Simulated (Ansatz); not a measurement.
AgCl (rock salt, Fm-3m) under volume change, the program Ansatz at the PBE level (PAW), scaled uniformly.

| V (Å³/atom) | E − E(relaxed) (meV/atom) | P (GPa) |
|---|---|---|
| 20.100 | 28.5 | 5.07 |
| 20.762 | 11.8 | 3.05 |
| 21.425 | 2.8 | 1.38 |
| 22.088 | 0.0 | 0.00 |
| 22.750 | 2.4 | -1.14 |
| 23.413 | 9.2 | -2.09 |
| 24.075 | 19.5 | -2.88 |

Problem. What does a third-order Birch–Murnaghan fit give for V₀, B₀ and B′?

Solution. V₀ = 22.09 Å³/atom, B₀ = 41.9 GPa, B′ = 5.3.

The cell was relaxed with PBE under the symmetry of its start; phonons on a q-mesh show no instability. No spin polarisation was allowed.

Potentials: the later of the program's two PAW sets.
